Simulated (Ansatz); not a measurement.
Relaxed candidate structures of FeNi:

A. Pbcm (No. 57), oP8; a = 5.204 Å, b = 4.128 Å, c = 4.064 Å, α = β = γ = 90.00°; Fe 4d (0.634, 0.032, 0.250); Ni 4d (0.125, 0.048, 0.250); ferromagnetic

B. Pmmn, origin choice 1 (No. 59), oP4; a = 2.504 Å, b = 3.405 Å, c = 5.075 Å, α = β = γ = 90.00°; Fe 2a (0.000, 0.000, 0.635); Ni 2a (0.000, 0.000, 0.127); ferromagnetic

C. P4/mmm (No. 123), tP2, AFLOW prototype AB_tP2_123_a_d (L1_0, as in CuAu); a = 2.467 Å, b = 2.467 Å, c = 3.534 Å, α = 90.00°, β = 90.00°, γ = 90.00°; Fe 1a (0.000, 0.000, 0.000); Ni 1d (0.500, 0.500, 0.500); ferromagnetic

Problem. Put the candidates in order of energy per atom, lowest first, for PBEsol (plane waves to 420 eV, PAW, scalar-relativistic; Ansatz, a program for electronic structure).

Solution. C (reference, the lowest among the structures calculated here), B (+0.05 eV/atom), A (+0.08 eV/atom)

Each run could gain symmetry but not lose that of its start, so entries can be saddle points. From databases, or of a type measured for this composition: P4/mmm, tP2, AFLOW prototype AB_tP2_123_a_d (L1_0, as in CuAu), ferromagnetic; the others are generated cells (placed on structure types, drawn at random, substituted or restacked) that were not matched to a known phase here. Each structure is listed in the lowest spin state found for it. Static energies at zero pressure. Spin states reached: ferromagnetic; spin orders were not searched systematically.
